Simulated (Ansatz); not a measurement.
A geometry of Zn away from equilibrium: step 4 of the relaxation of a relaxed Zn cell, doubled along one cell vector, shaken by Gaussian noise of σ = 0.08 Å a coordinate. The numbers are results of PBE (plane waves to 420 eV, PAW, scalar-relativistic; Ansatz, a program for electronic structure), not measurements. Γ-centred k-mesh 4×8×11 on the run's cell (coarser than for final values), Fermi–Dirac smearing 0.05 eV.

```xyz
8
Lattice="10.0638 -0.0761 -0.0005 -2.5489 4.3597 0.0049 -0.0002 0.0032 2.9468" Properties=species:S:1:pos:R:3 pbc="T T T"
Zn    -0.0390     0.0203     1.5235
Zn     4.9919    -0.0727     1.4937
Zn     2.4891     0.0010    -0.5142
Zn     7.5368    -0.0691     0.4711
Zn    -1.3542     2.1747    -0.2892
Zn     3.7140     2.1118     0.2093
Zn     1.1825     2.1516    -0.1312
Zn     6.2686     2.1341     0.4396
```

Question: Predict the force on each atom, in eV/Å.

Answer: 
| atom | Fx | Fy | Fz |
|---|---|---|---|
| Zn1 | 0.00 | 0.01 | 0.02 |
| Zn2 | 0.06 | 0.01 | -0.04 |
| Zn3 | 0.03 | -0.03 | -0.11 |
| Zn4 | -0.03 | 0.16 | 0.11 |
| Zn5 | -0.10 | -0.06 | -0.11 |
| Zn6 | 0.01 | -0.05 | 0.07 |
| Zn7 | 0.03 | 0.05 | -0.04 |
| Zn8 | -0.01 | -0.10 | 0.10 |

Question: What is the pressure?

Answer: -0.3 GPa, compression positive.

Question: How much energy per atom can still be gained by relaxing?

Answer: 0.07 eV/atom; the path ends in P-1 (No. 2) at a tolerance of 0.01 Å, C2/m (No. 12) at 0.1 Å.

No spin polarisation in the result.

The end of the path is a generated cell of Zn: the first start was made by a random draw of sites in a space group, and the end was not matched to a known phase here, so it may be hypothetical. Known forms of Zn include space group No. 194.
